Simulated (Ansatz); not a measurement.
**Squeezing and stretching Bi2S3**

Reference cell: an entry of the Crystallography Open Database (COD) whose atoms were relaxed with PBE, the cell held.

Space group Pnma (No. 62); a = 11.3450, b = 3.9940, c = 11.1930 Å.

| site | Wyckoff | site symmetry | x | y | z |
| --- | --- | --- | --- | --- | --- |
| Bi1 | 4c | .m. | 0.4866 | 0.2500 | 0.3251 |
| Bi5 | 4c | .m. | 0.3388 | 0.7500 | 0.0320 |
| S9 | 4c | .m. | 0.2845 | 0.2500 | 0.1922 |
| S13 | 4c | .m. | 0.5498 | 0.7500 | 0.1292 |
| S17 | 4c | .m. | 0.3780 | 0.7500 | 0.4438 |

One atom of each set is listed.

Level of theory: DFT, PBE, plane waves and PAW, scalar-relativistic, 420 eV cutoff, Γ-centred 3×7×3 k-points, Fermi–Dirac smearing 0.02 eV (Ansatz 0.2.0).

The cell is scaled uniformly, and the ions relax again at each size.

| V/V₀ | pressure (GPa) | gap on the k-mesh (eV) |
| --- | --- | --- |
| 0.96 | 2.7 | 1.25 |
| 0.97 | 2.2 | 1.28 |
| 1.00 | ? | ? |
| 1.01 | 0.7 | 1.38 |
| 1.06 | -0.7 | 1.39 |

Q: Estimate the row at V/V₀ = 1.00, the equilibrium volume and the bulk modulus.

A: pressure (GPa): 1.0; gap on the k-mesh (eV): 1.37. Worked: a parabola in ln(V/V₀) through the other 4 rows gives 1.0 GPa there. It crosses zero pressure at V/V₀ = 1.032, the equilibrium volume of this functional, where the bulk modulus is B = −dP/d ln V = 28 GPa. The shape of the cell is held, so in this non-cubic crystal both values are those of uniform scaling, and B is an upper bound to the hydrostatic one. The gap rises as the cell grows, from 1.25 to 1.39 eV, but not in even steps.

PBE gaps are too small, by a third to a half in many semiconductors; their changes with volume are better.
